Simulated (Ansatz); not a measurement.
HfN: from a starting cell to a relaxed one

The start is a relaxed HfN cell, doubled along one cell vector, shaken by Gaussian noise of σ = 0.08 Å a coordinate. The cell and all atomic positions are relaxed at zero pressure with PBE (plane waves to 420 eV, PAW, scalar-relativistic; Ansatz, a quantum-chemistry and plane-wave program). The first steps use a coarse 9×5×9 k-mesh.

Starting cell:
```
HfN
1.0
    0.00000     2.27389     2.27389
    4.54779     0.00000     4.54779
    2.27389     2.27389     0.00000
Hf N
2 2
Direct
  0.42007   0.27399   0.50981
  0.51365   0.76267   0.48593
  0.03407   0.99728   0.94394
  0.05311   0.48538   0.97067
```

### Question
Which atoms feel the largest initial force, and how large is it?

### Answer
About 3.8 eV/Å, on Hf1 (atoms numbered as listed).

### Question
How do the shortest distances between atoms change?

### Answer
The closest pairs of elements (up to four, under 3.6 Å), start → end: Hf–N 2.02 → 2.27 Å; Hf–Hf 3.03 → 3.22 Å; N–N 3.14 → 3.22 Å.

### Question
What band gap does the relaxed structure have at this level?

### Answer
No gap (metallic).

The end point of the relaxation:

```cif
data_Hf4N4
_chemical_formula_sum 'Hf4 N4'
_space_group_name_H-M_alt 'Fm-3m'
_space_group_IT_number 225
_space_group_name_Hall '-F 4 2 3'
_cell_length_a 4.54789
_cell_length_b 4.54789
_cell_length_c 4.54789
_cell_angle_alpha 90.000
_cell_angle_beta 90.000
_cell_angle_gamma 90.000
loop_
_atom_site_label
_atom_site_type_symbol
_atom_site_symmetry_multiplicity
_atom_site_Wyckoff_symbol
_atom_site_fract_x
_atom_site_fract_y
_atom_site_fract_z
_atom_site_occupancy
Hf1 Hf 4 a 0.00000 0.00000 0.00000 1
N1 N 4 b 0.50000 0.50000 0.50000 1
```
(The calculation used a cell of 2 atoms; values per cell refer to that cell.)

Final values are on a 18×18×18 k-mesh of the relaxed cell. No spin polarisation in the result. The relaxed primitive cell holds an odd number of electrons. A magnetic state may lie lower.
